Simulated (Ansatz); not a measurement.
Ge, DFT, LDA, all-electron LAPW, scalar-relativistic (Ansatz 0.2.0), run on 1 thread of Arm Neoverse V2 on a shared host.

The structure is an experimental refinement, used without relaxation. The listed cell was then made from it by scaling, straining or moving an atom.

Command: `ansatz run input.yaml --threads 1 --pin off --max-ram 3072MiB --backend cpu --events-out ev --progress --plain --runs-dir out`

```yaml
crystal:
  lattice:
    - [0.0, 2.7710237968, 2.7710237968]
    - [2.7710237968, 0.0, 2.7710237968]
    - [2.7710237968, 2.7710237968, 0.0]
  atoms:
    - { symbol: Ge, position: [0.5, 0.5, 0.5] }
    - { symbol: Ge, position: [0.75, 0.75, 0.75] }
kpoints:
  mp_grid: { grid: [10, 10, 10] }
  band_path:
    path:
      - [0.0, 0.0, 0.0]
      - [0.5, 0.0, 0.5]
      - [0.625, 0.25, 0.625]
      - [0.375, 0.375, 0.75]
      - [0.0, 0.0, 0.0]
      - [0.5, 0.5, 0.5]
      - [0.5, 0.25, 0.75]
      - [0.5, 0.0, 0.5]
    npoints: 5
scf:
  occupations: { method: fermi_dirac, width: 0.05 }
hamiltonian:
  xc: lda
  pseudopotentials: { kind: all_electron, lapw: { basis_error: 0.00025 } }
output:
  forces: true
  stress: true
  eigenvalues: true
```

(1) How large is the problem that the program sets up?

(2) About how long does it take, and how much memory does it use?

Results:

(1) 47 irreducible k-points, 725 plane waves at Γ, 27 bands.

(2) 26 s of wall time for 6 SCF iterations, with a peak of 0.39 GiB. Times on shared machines scatter by tens of per cent.
